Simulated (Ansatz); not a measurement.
BP (wurtzite, space group No. 186) at seven volumes, r²SCAN (plane waves, PAW; program Ansatz), shape and atoms relaxed at each. One row is withheld.

```csv
V (Å³/atom),P (GPa)
10.622,19.07
10.972,11.78
11.322,5.46
11.673,-0.01
12.023,?
12.373,-8.85
12.723,-12.40
```

### Question
Fit the shown pressures and predict the withheld one.

### Answer
P = (3/2)B₀(x^(7/2) − x^(5/2))[1 + (3/4)(B′ − 4)(x − 1)] with x = (V₀/V)^(2/3). Least squares on the six rows gives V₀ = 11.672 Å³/atom, B₀ = 169 GPa, B′ = 3.78. At V = 12.023, x = 0.9804 and P = -4.73 GPa. The run itself gave -4.75 GPa.

Space group P6_3mc (wurtzite). The first step of the workflow began from a Materials Project structure, measured or hypothetical; the Crystallography Open Database copy checked does not list it. It is not the phase usual at ambient conditions (space group No. 216). The cell was relaxed with r²SCAN under the symmetry of its start; phonons on a q-mesh show no instability.

Potentials: the earlier of the program's two PAW sets.
